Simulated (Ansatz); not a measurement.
FeTeAs:
```cif
data_As4Fe4Te4
_chemical_formula_sum 'Fe4 Te4 As4'
_space_group_name_H-M_alt 'P21/c'
_space_group_IT_number 14
_space_group_name_Hall '-P 2ybc'
_cell_length_a 6.20162
_cell_length_b 6.10227
_cell_length_c 6.22670
_cell_angle_alpha 90.000
_cell_angle_beta 114.133
_cell_angle_gamma 90.000
loop_
_atom_site_label
_atom_site_type_symbol
_atom_site_symmetry_multiplicity
_atom_site_Wyckoff_symbol
_atom_site_fract_x
_atom_site_fract_y
_atom_site_fract_z
_atom_site_occupancy
Fe1 Fe 4 e 0.71461 0.49064 0.20777 1
Te1 Te 4 e 0.15359 0.37156 0.36582 1
As1 As 4 e 0.64304 0.14778 0.33758 1
```

Relaxed at zero pressure with DFT-r²SCAN in the program Ansatz with PAW potentials.

Problem. The volume is lowered by 6 % and shape and atoms relax at that volume. What pressure results, and how do the axes share the change?

Solution. 8.4 GPa; a -2.1 %, b -1.9 %, c -1.9 %; the energy rises by 27 meV/atom.

Problem. Give the new structure.

Solution. 
Space group P2₁/c (No. 14); a = 6.0732 Å, b = 5.9880 Å, c = 6.1110 Å, α = γ = 90.00°, β = 114.55°

| atom | site | symmetry | x | y | z |
|---|---|---|---|---|---|
| Fe | 4e | 1 | 0.7157 | 0.4915 | 0.2075 |
| Te | 4e | 1 | 0.1537 | 0.3706 | 0.3664 |
| As | 4e | 1 | 0.6449 | 0.1485 | 0.3364 |

The phase is kept; no other phase was compared at this pressure.

Space group P2_1/c. The workflow started from a Materials Project entry (that database holds measured and hypothetical structures alike); the Crystallography Open Database copy checked does not list it. Whether it is the stable phase at ambient conditions was not checked. Symmetry was held in the r²SCAN relaxation; its stability against distortions is not shown here. No spin polarisation was allowed. Spin–orbit coupling is left out wherever it is not named.

Potentials: the later of the program's two PAW sets.
